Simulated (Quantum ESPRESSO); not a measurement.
Simulation results for Al2ZnSiN4 (made-up cell)

Calculation on a made-up crystal cell, not a measurement, rerun at a higher cutoff and a denser mesh: periodic Kohn-Sham density functional theory in plane waves with PseudoDojo standard norm-conserving scalar-relativistic pseudopotentials, each functional with its own files (v0.5 for PBE, v0.4.1 for LDA and PBEsol), no spin polarisation, no spin-orbit coupling, atoms not relaxed, stress positive in tension, energies less a fixed whole-eV offset for each atom's element; levels are Kohn-Sham levels at fractions of this cell's reciprocal vectors, counted from the reference band (half the neutral cell's valence electrons, rounded up) at Gamma; error bars give the change to or from the runs named with them, not the error of the files; each bar is the largest change over components, and at least 0.002 eV, 0.002 eV per angstrom or 0.02 GPa; energies are for the whole cell, and the offsets were chosen from early runs and are not element reference energies. Program: Quantum ESPRESSO 7.5.

Al2ZnSiN4 (made-up cell)

```
Al2ZnSiN4
1.0
      3.0558    -0.0211     0.0357
     -0.0365     5.1801     0.0043
      0.0583     0.0040     5.0283
Zn Al Si Al N
1 1 1 1 4
Direct
  -0.00651 0.00333 0.00551
  0.48814 0.50609 0.00551
  0.51845 0.16555 0.49348
  -0.00616 0.66186 0.49020
  0.01528 -0.01037 0.35883
  0.48241 0.48877 0.37867
  0.50003 0.17213 0.87117
  0.02583 0.66433 0.86839
```

It was run with lattice type wurtzite, functional pbe, cutoff 1437 eV, fermi dirac smearing 0.025 eV, scf tolerance 1e-07 eV, electrons removed 0 and k mesh 8 x 6 x 6, shifted by half a step.

The calculation gives: free energy less offsets -2.704 eV; scf iterations 12; smearing term minus ts 0 eV; pressure 15.61 GPa; stress xx -13.54 GPa; stress yy -23.24 GPa; stress zz -10.06 GPa; stress yz 2.946 GPa; stress xz 0.4208 GPa; stress xy 1.123 GPa; error bar energy 0.002 eV; error bar stress 0.03183 GPa; error bar force 0.002049 eV/Å; error bars from change from the looser run of this cell.

Atoms:
```tsv
atoms element	atom site	atom energy offset (eV)
Zn	1	-5687
Al	2	-64
Si	3	-115
Al	4	-64
N	5	-283
N	6	-283
N	7	-283
N	8	-283
```

Forces:
```tsv
site	x (eV/Å)	y (eV/Å)	z (eV/Å)
1	-0.3689	0.06763	-2.878
2	1.448	-0.2776	-2.346
3	-0.5464	-0.6342	2.872
4	-0.3283	-0.4678	2.687
5	-0.03903	2.685	5.187
6	1.059	-1.205	-0.5124
7	0.4426	1.371	-4.33
8	-1.667	-1.539	-0.6791
```
